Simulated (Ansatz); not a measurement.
BaMg₂Sb₂ in space group P-3m1 (No. 164; Ba on 1a, Mg on 2d, Sb on 2d), DFT-r²SCAN in the program Ansatz with PAW potentials, all energies at zero smearing, with the estimated change up to a 700 eV cutoff added, with one set of potentials and settings (totals compare only within such a set). Cell of 5 atoms (1 Ba, 2 Mg, 2 Sb): -22820.369 eV.

```tsv
element	reference phase	E (eV/atom)
Ba	Im-3m, 1 atoms in the cell	-5964.4614
Mg	P6_3/mmc, 2 atoms in the cell	-1926.4086
Sb	R-3m, 2 atoms in the cell	-6499.1272
```

Formation energy per atom, worked out: (-22820.369 − 1×(-5964.4614) − 2×(-1926.4086) − 2×(-6499.1272))/5 = -0.967 eV/atom (-93 kJ per mol of atoms), at 0 K, without zero-point energy or fitted corrections.

The workflow started from a Materials Project entry (that database holds measured and hypothetical structures alike); the Crystallography Open Database files this formula in space group No. 164, but the cells were not matched. Whether it is the stable phase at ambient conditions was not checked. The r²SCAN relaxation kept the symmetry of its start; its stability against distortions is not shown here. The references are the lowest solids computed at this level, not always the standard phases. Scalar-relativistic: spin–orbit coupling is off unless named, which matters more the heavier the elements.

Potentials: the later of the program's two PAW sets.
